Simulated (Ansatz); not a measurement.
A geometry of Hf away from equilibrium: step 2 of the relaxation of a relaxed Hf cell, doubled along one cell vector, shaken by Gaussian noise of σ = 0.08 Å a coordinate. Method: PBEsol (plane waves to 420 eV, PAW, scalar-relativistic; Ansatz, a first-principles code). Γ-centred k-mesh 8×6×12 on the run's cell (coarser than for final values), Fermi–Dirac smearing 0.05 eV.

```
Hf
1.0
   -1.47744     2.56007     4.31405
    3.05806    -5.07902     8.63972
    1.46966     2.53492    -4.30190
Hf
6
Direct
  0.50344   0.24027   0.99016
  0.49039   0.74403   0.97907
  0.81321   0.16971   0.52405
  0.81435   0.65349   0.49999
  0.20062   0.36993   0.56468
  0.18026   0.85574   0.52705
```

Problem. Which atoms carry the largest force, and which way does it point?

Solution. 0.84 eV/Å, on Hf4 (atoms numbered as listed); on Hf4 its components are (0.82, -0.15, 0.10).

Problem. What is the pressure?

Solution. 0.0 GPa, compression positive.

Problem. How far above the relaxed end point is this geometry?

Solution. 0.18 eV/atom; the path ends in P6/mmm (No. 191).

No spin polarisation in the result.

The end of the path is a generated cell of Hf: the first start was made by a random draw of sites in a space group, and the end was not matched to a known phase here, so it may be hypothetical. Known forms of Hf include space group No. 194.
